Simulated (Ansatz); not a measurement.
**Straining LiMg**

Level of theory: Ansatz 0.2.0, DFT PBEsol, scalar-relativistic, plane waves, PAW. Settings: 420 eV cutoff, 15×15×4 k-mesh, Gaussian smearing of 0.10 eV, no spin polarisation.

Reference structure (relaxed):

```yaml
crystal:
  lattice:
    - [3.09660, 0.00000, 0.00000]
    - [-1.54830, 2.68173, 0.00000]
    - [0.00000, 0.00000, 15.05126]
  atoms:
    - { symbol: Li, position: [0.00000, 0.00000, 0.00000] }
    - { symbol: Li, position: [0.66667, 0.33333, 0.33333] }
    - { symbol: Li, position: [0.33333, 0.66667, 0.66667] }
    - { symbol: Mg, position: [0.66667, 0.33333, 0.83333] }
    - { symbol: Mg, position: [0.33333, 0.66667, 0.16667] }
    - { symbol: Mg, position: [0.00000, 0.00000, 0.50000] }
```

Deformation: c alone is stretched, the rest of the cell is held and the atoms relax, all within the symmetry that the strain leaves. Energies are extrapolated to zero smearing.

Q: Give the structure at -1.0 %.

A:
```yaml
crystal:
  lattice:
    - [3.09660, 0.00000, 0.00000]
    - [-1.54830, 2.68173, 0.00000]
    - [0.00000, 0.00000, 14.90075]
  atoms:
    - { symbol: Li, position: [0.00000, 0.00000, 0.00000] }
    - { symbol: Li, position: [0.66667, 0.33333, 0.33333] }
    - { symbol: Li, position: [0.33333, 0.66667, 0.66667] }
    - { symbol: Mg, position: [0.66667, 0.33333, 0.83333] }
    - { symbol: Mg, position: [0.33333, 0.66667, 0.16667] }
    - { symbol: Mg, position: [0.00000, 0.00000, 0.50000] }
```
Space group R-3m (166), 0.4 meV/atom over the relaxed crystal.